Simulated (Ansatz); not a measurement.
## Structure relaxation, Nb

The start is a relaxed Nb cell displaced along its unstable phonon at q = (½, 0, 0) of its primitive reciprocal cell (140i cm⁻¹), largest move 0.15 Å. A full variable-cell relaxation at zero pressure is run with PBE (plane waves to 420 eV, PAW, scalar-relativistic; Ansatz, an electronic-structure program). First-step values are on the input's coarse k-mesh.

Ansatz input (later rounds restart from its end on a renewed k-mesh):
Ansatz 0.2 input:
```yaml
crystal:
  lattice:
    - [9.772026309, -0.0000000001, 0]
    - [-2.4430065772, 4.231411515, 0]
    - [0, 0, 2.6818575225]
  atoms:
    - { symbol: Nb, position: [0, 0, -0.0081928436] }
    - { symbol: Nb, position: [0.5, 1, 0.0081928436] }
    - { symbol: Nb, position: [0.1666666667, 0.6666666667, 0.5559313829] }
    - { symbol: Nb, position: [0.6666666667, 0.6666666667, 0.4440686171] }
    - { symbol: Nb, position: [0.3333333333, 0.3333333333, 0.4440686171] }
    - { symbol: Nb, position: [0.8333333333, 0.3333333333, 0.5559313829] }
basis: { ecutwfc: 420, ecutrho_ratio: 4, xc_grid: 2, fft_grid_basis: typed }
kpoints: { mp_grid: { grid: [4, 8, 12] } }
hamiltonian:
  xc: pbe
  dispersion: none
  pseudopotentials: { azcp: { folder: ./paw }, kind: paw }
scf: { occupations: { method: fermi_dirac, width: 0.05 } }
relax: { f_tol: 0.01, max_steps: 100, cell: { stress_tol: 0.02 } }
output: { forces: true, stress: true }
```

Problem. How does the volume change?

Solution. -0.9 %, from 18.48 to 18.31 Å³/atom.

Problem. Does it find its way back to the structure it was made from?

Solution. It does not go back: it reaches Pmmn (No. 59), 0.12 eV/atom below the parent.

Problem. How do the shortest distances between atoms change?

Solution. The closest pairs of elements (up to four, under 3.6 Å), start → end: Nb–Nb 2.68 → 2.77 Å.

Final values are on a 10×6×17 k-mesh of the relaxed cell. No spin polarisation in the result.

The run could not lose the symmetry of its start: the end is stationary, and may be a saddle point rather than a minimum.

The relaxed structure here is a generated cell of Nb: the first start was made by placing the elements on the sites of a structure type, and the end was not matched to a known phase here, so it may be hypothetical. Known forms of Nb include space group No. 229.
